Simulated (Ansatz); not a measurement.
The start is a generated trial cell of Na in the bcc structure type. The structure is fully relaxed (lattice and positions, P = 0) with r2SCAN (plane waves to 500 eV, PAW, scalar-relativistic; Ansatz, a program for electronic structure). The first steps use a 16×16×16 k-mesh.

The start:
```
Na
1.0
   -2.11500     2.11500     2.11500
    2.11500    -2.11500     2.11500
    2.11500     2.11500    -2.11500
Na
1
Direct
  0.00000   0.00000   0.00000
```

Q: How large is the pressure on the unrelaxed cell, and of which sign?

A: 0.0 GPa.

Q: What band gap does the relaxed structure have at this level?

A: No gap (metallic).

The space group stays Im-3m (No. 229) (the run could not lower it); the end is bcc (W type), with 1 atom in the primitive cell. No spin polarisation in the result.

The run could not lose the symmetry of its start.
